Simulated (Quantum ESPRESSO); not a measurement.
## Strain and stress in Ag3CuIr2Mo2

These are calculations, not measurements. They come from Quantum ESPRESSO 7.5, a public plane-wave density functional program. Each row is one single-point run on a made-up periodic cell of eight metal atoms, with elements, volume, strain and displacements drawn at random and not relaxed, so a cell may be unstable or far from any real phase. There is no spin polarisation or spin-orbit coupling.

Settings: PBE unless stated; PseudoDojo standard norm-conserving files; Fermi-Dirac width 0.25 eV, which means electrons at about 2900 K; cutoff 1252 eV; 5 x 5 x 5 k mesh shifted half a step off Gamma. E is the free energy of the whole cell (internal energy minus TS), so a -TS column is already part of it. Stress is positive in tension, and the pressure P is minus a third of its trace.

Checks: one run of this series was repeated at a higher cutoff and on a denser mesh, which moved values by no more than 0.003 eV, 0.02 GPa and 0.007 eV/Å, and a second program with other atomic files agreed on it to 2 % rms in force and 0.5 GPa in pressure. Known limits: the copper pseudopotential is less sure than most, with forces differing by about three percent and pressure by about two GPa from a second method on plain copper; heavy elements are run without spin-orbit coupling, which real alloys of them have; a spin test at this wide smearing found no moment, but such smearing suppresses magnetism that the real alloy may have.

The lattice is hexagonal close-packed, and the cell vectors in Å are (-0.009, 4.887, 0.026); (2.911, 0.019, 4.563); (2.779, -0.030, -4.482), a volume of 125.73 Å³ in run 5. The elements on sites 1 to 8 are Mo Ag Ag Ag Ir Mo Ir Cu. Each run adds the same stretch e on all three axes to one drawn cell, with the atoms carried along. E is counted from run 5.

```
run,e (%),s_xx (GPa),s_yy (GPa),s_zz (GPa),s_xy (GPa),P (GPa),E (meV)
1,-2.34,-18.35,-18.48,-25.06,2.75,20.63,624.8
2,-2.12,-16.55,-16.69,-23.12,2.73,18.79,527.1
3,-1.78,-13.88,-14.03,-20.21,2.71,16.04,392.1
4,-0.28,-3.68,-3.89,-9.10,2.59,5.56,26.2
5,-0.05,-2.31,-2.53,-7.61,2.58,4.15,0.0
6,0.42,?,?,?,?,?,?
7,1.27,4.58,4.32,-0.07,2.49,-2.94,-14.8
```

## Worked fit

A parabola through the runs shown gives P = 3.84 - 5.975 e + 0.508 e² GPa with e in per cent, an error of 0.016 on the linear term and a scatter of 0.03 GPa. The atoms are clamped and the cell is already under stress, so the slope belongs to this path and is not an elastic constant of a real alloy.

## Withheld run

Question: what P should run 6 give?

The fit gives 1.42 ± 0.04 GPa. The calculation gave 1.45 GPa.
